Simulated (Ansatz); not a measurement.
# V4SiSe8: input and output

Input file of Ansatz 0.2.0:

```yaml
crystal:
  lattice:
    - [0.0, 5.036463, 5.036463]
    - [5.036463, 0.0, 5.036463]
    - [5.036463, 5.036463, 0.0]
  atoms:
    - { symbol: Si, position: [0.0, 0.0, 0.0] }
    - { symbol: V, position: [0.6034, 0.6034, 0.6034] }
    - { symbol: V, position: [0.1898, 0.6034, 0.6034] }
    - { symbol: V, position: [0.6034, 0.6034, 0.1898] }
    - { symbol: V, position: [0.6034, 0.1898, 0.6034] }
    - { symbol: Se, position: [0.3678, 0.3678, 0.3678] }
    - { symbol: Se, position: [0.8966, 0.3678, 0.3678] }
    - { symbol: Se, position: [0.3678, 0.3678, 0.8966] }
    - { symbol: Se, position: [0.3678, 0.8966, 0.3678] }
    - { symbol: Se, position: [0.8637, 0.8637, 0.8637] }
    - { symbol: Se, position: [0.4089, 0.8637, 0.8637] }
    - { symbol: Se, position: [0.8637, 0.8637, 0.4089] }
    - { symbol: Se, position: [0.8637, 0.4089, 0.8637] }
  symmetry: { tolerance: 0.0003 }
kpoints:
  mp_grid: { grid: [6, 6, 6], shift: [0, 0, 0] }
  band_path:
    path:
      - [-0.375, 0.0, 0.375]
      - [0.0, 0.0, 0.0]
      - [0.0, 0.0, 0.5]
      - [-0.5, -0.25, 0.25]
      - [-0.5, -0.5, 0.0]
    npoints: 13
magnetization:
  spin_polarized: false
scf:
  occupations: { method: fermi_dirac, width: 0.1352 }
  lower_state_search: "off"
  max_iter: 200
hamiltonian:
  pseudopotentials: { kind: paw }
  xc: pbesol
basis:
  ecutwfc: 420
  fft_grid_basis: typed
output:
  forces: true
  stress: true
  eigenvalues: true
  bader: true
  populations: true
  elf: true
  write_potential: true
  volumetric_format: npy
  dos:
    e_range: [-12, 8]
    de: 0.05
    projected: { site_lists: { Se: [Se], Si: [Si], V: [V] } }
checkpoint:
  read: saved_state
```

The run starts from an earlier solution of this cell. 

Excerpt of what it printed:

```
band count auto-derived: 112 (N_el = 184.0; filled up to band 92; 111 by the electrons, moments and atoms)
Pseudopotentials: kind: paw
Pseudopotential: Si, paw, valence charge 4, recommended cutoff 420 eV (normal), Si.paw.azcp
Pseudopotential: V, paw, valence charge 13, recommended cutoff 420 eV (normal), V.paw.azcp
Pseudopotential: Se, paw, valence charge 16, recommended cutoff 420 eV (normal), Se.paw.azcp
Functional definition: PBEsol
  exchange = pbesol_x
  correlation = pbesol_c
Crystal: 13 atoms, lattice volume = 255.509 Å³
Basis set: ecut = 420 eV, 5029 PW (Γ), exchange–correlation on 96×96×96 points (8 copies of the dense FFT grid, shifted against one another)
Bands: 112, of which v1, the nominal top of the filled ones, is band 92 counted from 1 (91 counted from 0)
Symmetry: 24 space group operations
Space group: F-43m (ITA 216), of the structure as read, at distance tolerance 1.9e-3 Å
k-points: 16 of 216 (time reversal used)
Initial density: read from a saved state, or passed on in memory by an earlier SCF of this step, an earlier step, the calling program or the single point that the run made first
Functional: x = pbesol(κ = 0.804, μ = 0.1235), c = pbesol(β = 0.046)
Free energy (F): -55565.4837 eV
Harris-Foulkes:  -55565.4837 eV  (|F-HF|=1.20e-8)
Internal energy: -55564.8716 eV  (E = F + TS)
E sigma→0 (E₀):  -55565.1776 eV
Entropy (-TS):   -0.6121 eV (-47.084 meV/atom)
Fermi energy:    10.8662 eV
--- Forces (eV/Å), atoms counted from 1 ---
  atom   1  Si     0.0000     0.0000     0.0000
  atom   2  V     -0.4724    -0.4724    -0.4724
  atom   3  V     -0.4724     0.4724     0.4724
  atom   4  V      0.4724     0.4724    -0.4724
  atom   5  V      0.4724    -0.4724     0.4724
  atom   6  Se     0.1331     0.1331     0.1331
  atom   7  Se     0.1331    -0.1331    -0.1331
  atom   8  Se    -0.1331    -0.1331     0.1331
  atom   9  Se    -0.1331     0.1331    -0.1331
  atom  10  Se     0.0576     0.0576     0.0576
  atom  11  Se     0.0576    -0.0576    -0.0576
  atom  12  Se    -0.0576    -0.0576     0.0576
  atom  13  Se    -0.0576     0.0576    -0.0576
--- Stress (GPa, compression-positive) ---
       -3.4473       0.0000       0.0000
        0.0000      -3.4473       0.0000
        0.0000       0.0000      -3.4473
  P = ⅓ Tr σ = -3.4473 GPa (-34.473 kbar)
--- Löwdin populations: 13 sites ---
  site symbol       q [e]
     0     Si      3.5326
     1      V     12.4383
     2      V     12.4383
     3      V     12.4383
     4      V     12.4383
     5     Se     16.2231
     6     Se     16.2231
     7     Se     16.2231
     8     Se     16.2231
     9     Se     16.2398
    10     Se     16.2398
    11     Se     16.2398
    12     Se     16.2398
  spilling = 0.0047 (of n_electrons = 184.0000)
```

Total energies depend on the potentials used, so only differences within one code and one set of settings carry meaning.

Origin: a known structure type with other elements, at an estimated volume, so it need not be a known compound. Caveats: no spin polarisation, so a magnetic state may lie lower.
